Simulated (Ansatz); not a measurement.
# Ansatz 0.2.0, relaxation: GdAlO

Launch command:

```bash
ansatz run input.yaml --threads 2 --pin off --max-ram 4096MiB --backend cpu --events-out ev --progress --plain --runs-dir out
```

Input:

```yaml
crystal:
  lattice:
    - [3.50797272, 6.07598706, 0.0]
    - [-3.50797272, 6.07598706, 0.0]
    - [0.0, 0.0, 3.82857429]
  atoms:
    - { symbol: Al, position: [0.754, 0.246, 0.5], spin: 0.0 }
    - { symbol: Al, position: [0.246, 0.0, 0.5], spin: 0.0 }
    - { symbol: Al, position: [0.0, 0.754, 0.5], spin: 0.0 }
    - { symbol: O, position: [0.0, 0.0, 0.0], spin: 0.0 }
    - { symbol: O, position: [0.3333, 0.3334, 0.5], spin: 0.0 }
    - { symbol: O, position: [0.6667, 0.6666, 0.5], spin: 0.0 }
    - { symbol: Gd, position: [0.4125, 0.5875, 0.0], spin: 7.0 }
    - { symbol: Gd, position: [0.5875, 0.0, 0.0], spin: 7.0 }
    - { symbol: Gd, position: [0.0, 0.4125, 0.0], spin: 7.0 }
kpoints:
  mp_grid: { grid: [4, 4, 6], shift: [0, 0, 0] }
magnetization:
  spin_polarized: true
scf:
  occupations: { method: fermi_dirac }
  lower_state_search: "off"
hamiltonian:
  pseudopotentials: { kind: paw }
  xc: r2scan
  hubbard:
    projectors: atomic
    sites: [{ species: Gd, l: f, u: 5.51, j: 0.7 }]
basis:
  ecutwfc: 500
  fft_grid_basis: typed
relax:
  max_steps: 40
  cell: { p_target: 0.0 }
output:
  forces: true
  stress: true
  eigenvalues: true
  bader: true
  populations: true
  elf: true
  write_potential: true
  volumetric_format: npy
  dos:
    e_range: [-12, 8]
    de: 0.05
    projected: { site_lists: { Al: [Al], Gd: [Gd], O: [O] } }
  write_density: true
checkpoint:
  read: saved_state
```

Origin of the cell: a known structure type with other elements, at an estimated volume, so it need not be a known compound.

The smearing width isn't typed, so it takes its default of 0.1 eV.

The saved state is a converged single point of the same cell, with its larger moments on Gd7 up, Gd8 up, Gd9 up.

Steps («new basis» is an SCF on plane waves selected anew at the same cell):

```
step  ΔF (meV/atom)  max force component (eV/Å)  P (GPa)  volume (Å³)  SCF iterations   step was
   1            0.0                       1.863    -6.73       163.21              13   accepted
   2         -175.9                       0.898    -3.68       154.39              13   accepted
   3         -257.2                       0.883     0.05       147.74              10   accepted
   4         -338.3                       0.711     1.46       144.97              12   accepted
   5         -393.5                       0.509     1.42       144.71              13   accepted
   6         -402.4                       0.285     1.76       144.54              13   accepted
   7         -407.8                       0.140    -0.78       148.36              12   accepted
   8         -408.6                       0.030     0.01       146.85               9   accepted
   9         -408.6                       0.010     0.04       146.88               8   accepted
  10         -408.6                       0.001     0.00       146.94               7   accepted
  11         -407.8                       0.002     0.01       146.94              10  new basis
```

Step 1, with forces in eV/Å:

```xyz
9
Lattice="3.508 6.076 0.000 -3.508 6.076 0.000 0.000 0.000 3.829" Properties=species:S:1:pos:R:3:forces:R:3 pbc="T T T" step=1
Al    1.782    6.076    1.914    1.863    0.001    0.000
Al    0.863    1.495    1.914   -0.932   -1.614    0.000
Al   -2.645    4.581    1.914   -0.931    1.613    0.000
O     0.000    0.000    0.000    0.000    0.000    0.000
O     0.000    4.051    1.914   -0.002    0.001    0.000
O     0.000    8.101    1.914    0.001   -0.001    0.000
Gd   -0.614    6.076    0.000   -1.336    0.000    0.000
Gd    2.061    3.570    0.000    0.668    1.158    0.000
Gd   -1.447    2.506    0.000    0.668   -1.157    0.000
```

Step 2, with forces in eV/Å:

```xyz
9
Lattice="3.498 6.059 0.000 -3.498 6.059 0.000 0.000 0.000 3.642" Properties=species:S:1:pos:R:3:forces:R:3 pbc="T T T" step=2
Al    1.909    6.059    1.821    0.898    0.000    0.000
Al    0.795    1.376    1.821   -0.449   -0.778    0.000
Al   -2.704    4.683    1.821   -0.449    0.777    0.000
O     0.000    0.000    0.000    0.000    0.000    0.000
O    -0.001    4.040    1.821   -0.001    0.000    0.000
O     0.000    8.079    1.821    0.001   -0.001    0.000
Gd   -0.736    6.059    0.000    0.243    0.000    0.000
Gd    2.117    3.667    0.000   -0.120   -0.208    0.000
Gd   -1.381    2.392    0.000   -0.121    0.210    0.000
```

Step 3, with forces in eV/Å:

```xyz
9
Lattice="3.512 6.083 0.000 -3.512 6.083 0.000 0.000 0.000 3.458" Properties=species:S:1:pos:R:3:forces:R:3 pbc="T T T" step=3
Al    1.995    6.083    1.729    0.262    0.000    0.000
Al    0.758    1.314    1.729   -0.131   -0.227    0.000
Al   -2.753    4.769    1.729   -0.132    0.227    0.000
O     0.000    0.000    0.000    0.000    0.000    0.000
O    -0.001    4.056    1.729   -0.001    0.000    0.000
O     0.001    8.110    1.729    0.001   -0.001    0.000
Gd   -0.711    6.083    0.000    0.883    0.000    0.000
Gd    2.111    3.657    0.000   -0.441   -0.764    0.000
Gd   -1.401    2.426    0.000   -0.442    0.765    0.000
```

Step 4, with forces in eV/Å:

```xyz
9
Lattice="3.577 6.195 0.000 -3.577 6.195 0.000 0.000 0.000 3.271" Properties=species:S:1:pos:R:3:forces:R:3 pbc="T T T" step=4
Al    2.083    6.195    1.635   -0.030    0.000    0.000
Al    0.747    1.293    1.635    0.015    0.027    0.000
Al   -2.830    4.902    1.635    0.015   -0.026    0.000
O     0.000    0.000    0.000    0.000    0.000    0.000
O    -0.001    4.130    1.635    0.000    0.000    0.000
O     0.001    8.260    1.635    0.000    0.000    0.000
Gd   -0.624    6.195    0.000    0.711    0.000    0.000
Gd    2.100    3.638    0.000   -0.355   -0.616    0.000
Gd   -1.477    2.558    0.000   -0.356    0.616    0.000
```

Step 5, with forces in eV/Å:

```xyz
9
Lattice="3.679 6.372 0.000 -3.679 6.372 0.000 0.000 0.000 3.086" Properties=species:S:1:pos:R:3:forces:R:3 pbc="T T T" step=5
Al    2.176    6.372    1.543   -0.178    0.000    0.000
Al    0.751    1.301    1.543    0.090    0.155    0.000
Al   -2.928    5.071    1.543    0.089   -0.154    0.000
O     0.000    0.000    0.000    0.000    0.000    0.000
O    -0.001    4.248    1.543    0.000    0.000    0.000
O     0.000    8.495    1.543    0.000    0.000    0.000
Gd   -0.519    6.372    0.000    0.509    0.000    0.000
Gd    2.099    3.636    0.000   -0.255   -0.441    0.000
Gd   -1.580    2.736    0.000   -0.254    0.441    0.000
```

Step 6, with forces in eV/Å:

```xyz
9
Lattice="3.764 6.519 0.000 -3.765 6.519 0.000 0.000 0.000 2.945" Properties=species:S:1:pos:R:3:forces:R:3 pbc="T T T" step=6
Al    2.234    6.519    1.473    0.143    0.000    0.000
Al    0.765    1.324    1.473   -0.072   -0.125    0.000
Al   -3.000    5.195    1.473   -0.072    0.124    0.000
O     0.000    0.000    0.000    0.000    0.000    0.000
O    -0.001    4.346    1.473    0.000    0.000    0.000
O     0.000    8.692    1.473    0.000    0.000    0.000
Gd   -0.376    6.519    0.000   -0.285    0.000    0.000
Gd    2.070    3.585    0.000    0.143    0.248    0.000
Gd   -1.695    2.934    0.000    0.143   -0.247    0.000
```

Step 7, with forces in eV/Å:

```xyz
9
Lattice="3.756 6.506 0.000 -3.757 6.506 0.000 0.000 0.000 3.035" Properties=species:S:1:pos:R:3:forces:R:3 pbc="T T T" step=7
Al    2.242    6.506    1.518   -0.140    0.000    0.000
Al    0.757    1.311    1.518    0.070    0.122    0.000
Al   -3.000    5.195    1.518    0.070   -0.122    0.000
O     0.000    0.000    0.000    0.000    0.000    0.000
O    -0.001    4.338    1.518    0.000    0.000    0.000
O     0.000    8.674    1.518    0.000    0.000    0.000
Gd   -0.431    6.506    0.000    0.053    0.000    0.000
Gd    2.093    3.626    0.000   -0.026   -0.045    0.000
Gd   -1.663    2.880    0.000   -0.026    0.045    0.000
```

Step 8, with forces in eV/Å:

```xyz
9
Lattice="3.754 6.501 0.000 -3.755 6.502 0.000 0.000 0.000 3.008" Properties=species:S:1:pos:R:3:forces:R:3 pbc="T T T" step=8
Al    2.230    6.502    1.504    0.030    0.000    0.000
Al    0.762    1.319    1.504   -0.015   -0.026    0.000
Al   -2.993    5.183    1.504   -0.015    0.026    0.000
O     0.000    0.000    0.000    0.000    0.000    0.000
O    -0.001    4.335    1.504    0.000    0.000    0.000
O     0.000    8.668    1.504    0.000    0.000    0.000
Gd   -0.426    6.502    0.000    0.022    0.000    0.000
Gd    2.089    3.619    0.000   -0.012   -0.020    0.000
Gd   -1.665    2.883    0.000   -0.011    0.020    0.000
```

Step 11, with forces in eV/Å:

```xyz
9
Lattice="3.753 6.500 0.000 -3.754 6.500 0.000 0.000 0.000 3.011" Properties=species:S:1:pos:R:3:forces:R:3 pbc="T T T" step=11
Al    2.232    6.500    1.506   -0.002    0.000    0.000
Al    0.760    1.317    1.506    0.001    0.001    0.000
Al   -2.993    5.183    1.506    0.001   -0.001    0.000
O     0.000    0.000    0.000    0.000    0.000    0.000
O    -0.001    4.334    1.506    0.000    0.000    0.000
O     0.000    8.666    1.506    0.000    0.000    0.000
Gd   -0.423    6.500    0.000    0.000    0.000    0.000
Gd    2.088    3.616    0.000    0.000    0.000    0.000
Gd   -1.666    2.885    0.000    0.000    0.000    0.000
```

* Free energy lowered by: 407.8 meV/atom
* Volume change: -9.97 %
* Final pressure: 0.01 GPa
* Relaxation steps listed: 11
* Gap on the mesh: none (metal)
* Site moments at the end (small spheres, which read low): Gd7 +7.2, Gd8 +7.2, Gd9 +7.2 μB
* Total moment: 22.36 μB

Caveats: no spin-orbit coupling, though heavy elements are present; the k mesh is coarse if the cell is a metal; the magnetic state was chosen at the start cell and may not be the lowest after relaxing; the relaxation held the start's symmetry, so the end may be a saddle point.

The run took 12 min on 2 threads of Intel(R) Xeon(R) Platinum 8488C (Sapphire Rapids), on a shared host, peak memory 1.4 GiB, from a saved density.
